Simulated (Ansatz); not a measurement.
An Ansatz input:

```yaml
crystal:
  lattice:
    - [2.5224725117, 0.0, 0.0]
    - [-1.2612362558, 2.1845252755, 0.0]
    - [0.0, 0.0, 8.16154097]
  atoms:
    - { symbol: Mn, position: [1.0, 1.0, 0.0], spin: 3.0 }
    - { symbol: Mn, position: [1.0, 1.0, 0.5], spin: 3.0 }
    - { symbol: Mn, position: [0.3333333333, 0.6666666667, 0.25], spin: 3.0 }
    - { symbol: Mn, position: [0.6666666667, 0.3333333333, 0.75], spin: 3.0 }
hamiltonian:
  xc: mr2scan
  pseudopotentials:
    kind: paw
    azcp:
      Mn: "pseudopotentials/Mn.paw.azcp"
basis:
  ecutwfc: 500
  fft_grid_basis: typed
kpoints:
  mp_grid: { grid: [16, 16, 5], shift: [0, 0, 0] }
magnetization:
  spin_polarized: true
scf:
  occupations: { method: fermi_dirac, width: 0.05 }
  lower_state_search: "off"
output:
  stress: true
```

and its output:

```
Engine: ansatz 0.2.0, aarch64-unknown-linux-gnu
Pseudopotentials: kind: paw
Pseudopotential: Mn, paw, valence charge 15, recommended cutoff 500 eV (meta_gga) 
Functional definition: m-r2SCAN
  exchange = m_r2scan_x
  correlation = m_r2scan_c
Crystal: 4 atoms, lattice volume = 44.973 Å³
Basis set: ecut = 500 eV, 1151 PW (Γ), exchange–correlation on 80×80×240 points (64 copies of the dense FFT grid, shifted against one another)
Bands: 44, of which v1, the nominal top of the filled ones, is band 30 counted from 1 (29 counted from 0)
Symmetry: 24 space group operations
Space group: P63/mmc (ITA 194), of the structure as read, at distance tolerance 3.6e-5 Å
Magnetic group: BNS 194.263 (UNI 1493), of the structure as read, at distance tolerance 3.6e-5 Å
k-points: 90 of 1280
Non-local potential: Mn, projectors of the file, l = 0: 3, l = 1: 2, l = 2: 3, l = 3: 1
PAW form: soft (Blöchl's): semilocal exchange-correlation on the pseudo side does not see the compensation charge
PAW frozen core: Mn, regenerated for the run's functional (the file was generated under x = pbe(κ = 0.804, μ = 0.2195149727645171), c = pbe(β = 0.06672455060314922))
PAW one-centre angular grid: Mn, 590 points (default); XC on 160 Gauss nodes
Initial density: superposition of atomic densities (chi_scale 0.1, normalization cell)
Starting moments: Σ|m| = 12 μB on 4 of 4 sites
Initial wavefunctions: pseudopotential atomic-orbital guess
Functional: x = mr2scan, c = mr2scan; τ floored in thin density (d = 2e-4 eV/Å³)
SCF iter   1: F=-15610.162140 eV  HF=-15611.894810 eV  |F-HF|=1.73e0  |Δ(HF+E_count)|=         —  Δρ=1.70e-1 (↑1.70e-1 ↓8.14e-2)  dr2=3.54e0  dr2_τ=1.24e-1  dr2_m=6.23e0  M=7.118 μB ∫|m|=7.124 μB  β_m=0.74  ethr=3.10e-3  ⟨swp⟩=5.5  Hψ=26158  notcnv=0  defer=39
Mixer restart at iter 1: flushing history
spin-set hold released at iteration 1 (the charge has settled, or the pull on large starting moments outlasts its swing): the magnetisation degrees of freedom join the quasi-Newton model from the next iteration; the mixer history was flushed
SCF iter   2: F=-15612.144828 eV  HF=-15611.437387 eV  |F-HF|=7.07e-1  |Δ(HF+E_count)|=   4.57e-1  Δρ=6.54e-2 (↑6.54e-2 ↓3.20e-2)  dr2=7.30e-1  dr2_τ=3.03e-2  dr2_m=8.90e-1  M=6.360 μB ∫|m|=6.376 μB  β_m=1.20  ethr=3.10e-3  ⟨swp⟩=2.6  Hψ=15335  notcnv=0  defer=584  κ⁻¹=1.0e0(r=1)
SCF iter   3: F=-15609.891770 eV  HF=-15611.860007 eV  |F-HF|=1.97e0  |Δ(HF+E_count)|=   4.23e-1  Δρ=5.00e-2 (↑5.00e-2 ↓3.88e-2)  dr2=3.29e0  dr2_τ=1.17e-2  dr2_m=2.71e-1  M=4.915 μB ∫|m|=4.963 μB  β_m=1.20  ethr=1.22e-3  ⟨swp⟩=2.8  Hψ=12987  notcnv=0  defer=585  κ⁻¹=6.3e-1(r=2)
SCF iter   4: F=-15612.606630 eV  HF=-15611.837568 eV  |F-HF|=7.69e-1  |Δ(HF+E_count)|=   2.24e-2  Δρ=3.34e-2 (↑3.34e-2 ↓2.81e-2)  dr2=3.86e-1  dr2_τ=6.35e-3  dr2_m=3.15e-1  M=4.634 μB ∫|m|=4.687 μB  β_m=1.20  ethr=1.22e-3  ⟨swp⟩=2.0  Hψ=10683  notcnv=0  defer=615  κ⁻¹=9.0e-3(r=3)
SCF iter   5: F=-15613.081362 eV  HF=-15612.083274 eV  |F-HF|=9.98e-1  |Δ(HF+E_count)|=   2.46e-1  Δρ=2.58e-2 (↑2.58e-2 ↓2.32e-2)  dr2=4.73e-2  dr2_τ=3.59e-3  dr2_m=2.30e-1  M=3.853 μB ∫|m|=3.912 μB  β_m=1.20  ethr=6.44e-4  ⟨swp⟩=2.0  Hψ=10387  notcnv=0  defer=617  κ⁻¹=2.3e-4(r=4)
SCF iter   6: F=-15613.511624 eV  HF=-15612.873424 eV  |F-HF|=6.38e-1  |Δ(HF+E_count)|=   7.90e-1  Δρ=9.36e-3 (↑8.24e-3 ↓9.36e-3)  dr2=1.01e-2  dr2_τ=4.25e-4  dr2_m=2.43e-2  M=1.800 μB ∫|m|=1.859 μB  β_m=1.20  ethr=7.89e-5  ⟨swp⟩=2.3  Hψ=15651  notcnv=0  defer=618  κ⁻¹=8.4e-5(r=5)
...
iter 27 did not close the SCF: its close was put off for a magnetic moment that had not settled (scf_convergence_deferred on its scf_iter line)
SCF iter  27: F=-15613.681008 eV  HF=-15613.681008 eV  |F-HF|=2.46e-9  |Δ(HF+E_count)|=   1.36e-8  Δρ=1.10e-6 (↑9.99e-7 ↓1.10e-6)  dr2=9.36e-10  dr2_τ=7.54e-12  dr2_m=6.41e-11  M=0.000 μB ∫|m|=0.000 μB  β_m=1.20  ethr=8.36e-12  ⟨swp⟩=2.0  Hψ=22067  notcnv=0  κ⁻¹=2.8e-4(r=8)
SCF iter  28: F=-15613.681008 eV  HF=-15613.681008 eV  |F-HF|=3.11e-9  |Δ(HF+E_count)|=  4.51e-10  Δρ=7.23e-7 (↑7.23e-7 ↓4.65e-7)  dr2=1.58e-10  dr2_τ=1.79e-12  dr2_m=3.45e-11  M=-0.000 μB ∫|m|=0.000 μB  ethr=1.56e-12  ⟨swp⟩=1.8  Hψ=21651  notcnv=0
WARN: the starting moments were not kept: the SCF closed with an absolute magnetisation of 2.0e-4 μB, where they sum to 12 μB in size (4 sites). That is at most 0.1 of that sum. Measured as dr2_m measures the in/out step, that magnetisation stands 1.4e-8 eV from none, at or under the dr2_threshold of 1.0e-7 eV: it is no larger than a step whose dr2_m would equal this threshold. The system may hold no moment; this SCF shows only that its start led to no more than that. To try another start: raise the starting moments (crystal.atoms[].spin, magnetization.per_species, magnetization.initial_magnetization, or on a non-collinear deck that types none of these the spinor_matrix: blocks that start its atoms; where the total moment is fixed, keep their sum and leave initial_magnetization as it is; typed ones take the place of any that the run laid by itself, positive ones on a crystal's lanthanoids without a Hubbard term where scf.initial_density.shell_occupations: [] is typed) or, if the notice of its spin-set hold's release reads "site moments contracting" or "site moments show no strong build", lengthen the hold (scf.mixing.spin_hold: { on: { confirm: 4 } }; for m-r²SCAN on two components see the key's manual first). Each may lead to a state that holds a moment. A second SCF, from the converged charge density, with the starting moments and any scf.initial_density.shell_occupations laid on it anew, would have followed, and was not run: the deck does not ask for one (magnetization.retry_lost_moments is false, the default). To let it run, set magnetization.retry_lost_moments: true and run the deck again, where that key's refused combinations let it; where memory then withholds it, that run's warning says so.
SCF 1 converged in 28 iterations: F = -15613.681008 eV  dr2 = 1.58e-10
this state was not tested for a lower state beside it, because the mixer in use, unlike msr1, does not test its closes by its own steps (another_mixer; see scf.mixing.algorithm and scf.lower_state_search)
SCF converged after 28 iterations
Magnetization: -0.0000 μB (30.0000 up, 30.0000 down)
Absolute magnetization: 0.0002 μB (∫|ρ↑−ρ↓|, with the PAW one-centre terms)
Spin contamination: 0.0000 ħ² per cell (⟨S²⟩ above its minimum at these occupations)
Per-site moments (μB) at R_I (Å): [(-5.5822129081297526e-5, 1.034061710035694), (-5.5822129081299694e-5, 1.034061710035694), (3.902899717714605e-5, 1.034061710035694), (3.90289971770435e-5, 1.034061710035694)]
Free energy (F): -15613.681008 eV
Harris-Foulkes:  -15613.681008 eV  (|F-HF|=3.11e-9)
Internal energy: -15613.639339 eV  (E = F + TS)
E sigma→0 (E₀):  -15613.660174 eV
Entropy (-TS):   -0.041669 eV (-10.417 meV/atom)
Fermi energy:    19.078986 eV
--- Per-component energies (eV) ---
  E_band       = -768.681187
  E_kinetic    = 1228.205944
  E_local      = -6431.206465  (includes V_loc(G=0)·N_el)
  E_nonlocal   = 948.409516
  E_hartree    = 2663.350731
  E_xc         = -445.119566
  E_vxc        = -656.465417  (∫ρ·V_xc dr)
  E_paw        = -5222.221424  (= ΣΔE_a)
  E_vpaw       = -1229.610708  (= ΣTr[D̂ρ^β])
  E_aug_tail   = -0.000016  (compensation charges beyond the density's cutoff)
  E_vtau       = 45.285522  (kinetic-family band-sum trace: ∫τ·v_τ [+ j·A + Jᵃ·Aᵃ] dr)
  E_ewald      = -8353.925886
  E_core_change = -1.132172  (= ΣΔE_core)
  E_smearing   = -0.041669  (= −TS)
  E_closure    = -0.000000  (closes the sum)
  Σ components = -15613.681008   (vs F -15613.681008, Δ=0.00e0)
--- Stress (GPa, compression-positive) ---
      -20.153647      -0.000000       0.000000
       -0.000000     -20.153647       0.000000
        0.000000       0.000000     -19.873304
  P = ⅓ Tr σ = -20.0602 GPa (-200.602 kbar)
```
